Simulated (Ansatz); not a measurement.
Values for one crystal, relaxed and computed with PBEsol (plane waves, PAW; program Ansatz); other levels are named.

| Quantity | Result |
|---|---|
| Volume per atom | 17.18 Å³ |
| Electronic character | metallic (no gap) |
| Zone-centre stability | no imaginary mode at Γ |
| Formation energy from the elements (no fitted shifts) | -0.46 eV/atom |
| Poisson's ratio | 0.25 |
| Mechanical stability | stable (all eigenvalues of C positive) |
| Debye temperature from the elastic constants | 540 K |

Q: Pick the material that matches.
(A) NbC, rock salt
(B) TiC, rock salt
(C) TiS2, rutile
(D) Sc2AlC, P6_3/mmc (Sc on 4f, Al on 2d, C on 2a)

A: D, Sc2AlC, P6_3/mmc (Sc on 4f, Al on 2d, C on 2a)

The workflow started from a Materials Project entry (that database holds measured and hypothetical structures alike); the Crystallography Open Database copy checked does not list it. Whether it is the stable phase at ambient conditions was not checked. The PBEsol relaxation kept the symmetry of its start. No spin polarisation was allowed. As this level gives no gap, shear constants depend on the k-mesh and smearing (Fermi–Dirac, 0.1 eV here). The references are the lowest solids computed at this level, not always the standard phases.

Potentials: the later of the program's two PAW sets.
